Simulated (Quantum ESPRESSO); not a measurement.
ZnAl2SiN4, convergence and cost over cutoff and k mesh

A calculation, not a measurement. The program is pw.x of Quantum ESPRESSO 7.5 (plane-wave density functional theory). The cell is made up: 8 atoms on a wurtzite lattice, with randomly drawn elements, strain and displacements, not relaxed. PseudoDojo standard norm-conserving files (v0.5 for PBE, v0.4.1 for LDA and PBEsol) set the functional; there is no spin polarisation, spin-orbit coupling or dispersion term, and the masses in the input are unused placeholders.

Input of the run in row 4:

```
&control calculation='scf', pseudo_dir='./dojo.nc.sr.pbe.v0_5.standard.upf', outdir='./o', disk_io='medium', tprnfor=.true., tstress=.true. /
&system ibrav=0, nat=8, ntyp=4, nbnd=31, ecutwfc=84.00895049, nosym=.true., tot_charge=0,
 occupations='smearing', smearing='fd', degauss=0.0018374661
/
&electrons conv_thr=7.350e-09, electron_maxstep=60, /
ATOMIC_SPECIES
Al 1.0 Al.upf
N 1.0 N.upf
Si 1.0 Si.upf
Zn 1.0 Zn.upf
CELL_PARAMETERS angstrom
3.1025 0.0 0.0
0.0 5.3737 0.0
0.0 0.0 5.0664
ATOMIC_POSITIONS angstrom
Zn -0.0055 -0.0331 -0.0444
Al 1.5199 2.6569 0.0059
Si 1.6759 0.9446 2.5339
Al 0.0195 3.6423 2.4853
N -0.0326 0.0023 1.8841
N 1.5179 2.7111 1.8264
N 1.5565 0.9415 4.3964
N -0.1149 3.5545 4.4319
K_POINTS automatic
6 4 4 1 1 1
```

The same cell was run at these settings. Meshes are shifted by half a step, and differences are from the last row, which is itself not exact.

| cutoff (eV) | k mesh | k points solved | threshold (eV) | free energy less the last row's (eV) | pressure (GPa) | largest stress difference (GPa) | largest force difference (eV/Å) | iterations | wall time (s) | k-point pools | processor |
| --- | --- | --- | --- | --- | --- | --- | --- | --- | --- | --- | --- |
| 800 | 2 x 2 x 2 | 4 | 1e-04 | 0.756 | -24.19 | 31.69 | 0.208 | 8 | 16 | 1 | AMD EPYC, Zen 5 class |
| 1143 | 2 x 2 x 2 | 4 | 1e-07 | -0.780 | 1.93 | 5.83 | 0.235 | 11 | 31 | 1 | AMD EPYC, Zen 5 class |
| 584 | 6 x 4 x 4 | 48 | 1e-07 | 31.520 | -262.90 | 265.84 | 0.219 | 12 | 82 | 1 | AMD EPYC, Zen 5 class |
| 1143 | 6 x 4 x 4 | 48 | 1e-07 | 0.000 | 2.55 | 0.03 | 0.002 | 12 | 231 | 1 | AMD EPYC, Zen 5 class |
| 1437 | 8 x 6 x 6 | 144 | 1e-07 | 0.000 | 2.53 | 0.00 | 0.000 | 13 | 913 | 1 | AMD EPYC, Zen 5 class |

Each pool is one process. Wall times include start-up and a band step at six k points, which weighs most on the coarsest meshes. The runs were on shared virtual cores whose load varied, so times are rough.